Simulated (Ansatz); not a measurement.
Na2PdC2:
```cif
data_C2Na2Pd
_chemical_formula_sum 'Na2 Pd1 C2'
_space_group_name_H-M_alt 'P-3m1'
_space_group_IT_number 164
_space_group_name_Hall '-P 3 2"'
_cell_length_a 4.45266
_cell_length_b 4.45266
_cell_length_c 5.21586
_cell_angle_alpha 90.000
_cell_angle_beta 90.000
_cell_angle_gamma 120.000
loop_
_atom_site_label
_atom_site_type_symbol
_atom_site_symmetry_multiplicity
_atom_site_Wyckoff_symbol
_atom_site_fract_x
_atom_site_fract_y
_atom_site_fract_z
_atom_site_occupancy
Na1 Na 2 d 0.66667 0.33333 0.28024 1
Pd1 Pd 1 a 0.00000 0.00000 0.00000 1
C1 C 2 c 0.00000 0.00000 0.37852 1
```

Relaxed with PBEsol. DFT-PBEsol in the program Ansatz with PAW potentials gives a gap of 0.72 eV.

**Question.** What gap does HSE06 give on the same cell (Ansatz, PAW)?

**Answer.** 1.50 eV, 0.78 eV more. The hybrid was solved on a coarser mesh and at special points; the gap given is the minimum over both.

| k | v1 PBEsol | c1 PBEsol | v1 HSE06 | c1 HSE06 |
|---|---|---|---|---|
| Γ | -1.27 | 4.30 | … | … |
| A | 0.00 | 3.59 | … | … |
| K | -0.15 | 3.48 | … | … |
| H | -0.22 | 1.62 | -0.29 | 2.46 |
| M | -0.26 | 2.67 | … | … |
| L | -0.07 | 0.72 | -0.12 | 1.50 |

**Question.** Top valence (v1) and lowest conduction level (c1) in eV from each method's valence maximum (which need not be a listed point): supply the withheld HSE06 values.

**Answer.** 
- M, v1 HSE06: -0.18
- M, c1 HSE06: 3.58
- Γ, v1 HSE06: -1.76
- Γ, c1 HSE06: 5.36
- K, v1 HSE06: 0.00
- K, c1 HSE06: 4.44
- A, v1 HSE06: -0.04
- A, c1 HSE06: 4.62

Cost on shared cores: the PBEsol run (SCF on a 7×7×6 mesh, then bands and DOS) very roughly 60 core-seconds, the HSE06 run (SCF on 4×4×3, then a few points) roughly 110 core-seconds; the tasks are unlike.

The first step of the workflow began from a Materials Project structure, measured or hypothetical; the Crystallography Open Database copy checked does not list it. Its standing as an ambient phase is unchecked. Symmetry was held in the PBEsol relaxation; whether a distortion lowers the energy is not shown. No spin polarisation was allowed. Spin–orbit coupling is left out wherever it is not named.

Potentials: the later of the program's two PAW sets.
